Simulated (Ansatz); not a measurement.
Cu (fcc, Cu type)

```xyz
1
Lattice="0.0000 1.7819 1.7819 1.7819 0.0000 1.7819 1.7819 1.7819 0.0000" Properties=species:S:1:pos:R:3 pbc="T T T"
Cu     0.0000     0.0000     0.0000
```

E(V) scan at fixed shape, V₀ the volume above. Symmetry pins the atoms to their sites.

All values below come from PBEsol (plane waves to 420 eV, PAW, scalar-relativistic; Ansatz, a quantum-chemistry and plane-wave program). k mesh 23×23×23 (Γ-centred), Fermi-Dirac smearing 0.05 eV. Energies are smeared free energies. Stress and pressure are positive under compression. Cu is run without spin polarisation. Cu was relaxed with its symmetry unable to fall. ΔE is measured from the relaxed starting cell. The last digit holds for this mesh only.

```tsv
V (Å³/atom)	ΔE (meV/atom)
10.184	withheld
10.467	38.6
10.750	16.2
11.033	3.8
11.315	0.0
11.598	3.7
11.881	13.7
12.164	29.3
12.447	49.5
```

Problem. Fit a third-order Birch-Murnaghan form (E₀, V₀, B₀, B₀′ free) to the given rows and predict ΔE at V = 10.184.

Solution. Least squares on the 8 given rows: ΔE = E₀ + (9V₀B₀/16)·y²·[2 + (B₀′ − 4)y], y = (V₀/V)^(2/3) − 1, with V₀ = 11.310 Å³/atom, B₀ = 168.2 GPa (160.2 GPa = 1 eV/Å³; the term in eV is multiplied by 1000), B₀′ = 5.02, E₀ = 0.03 meV/atom; root-mean-square residual 0.03 meV/atom. At 10.184 the fit gives 72.7 meV/atom; the calculation gives 72.6 meV/atom, so the extrapolation is off by 0.1 (+0.1 %). For the pressure the fit gives 23.0 GPa against the computed 22.9 GPa.

(A scan under strain: stresses follow from slopes of the energy per volume, elastic moduli from its curvatures.)
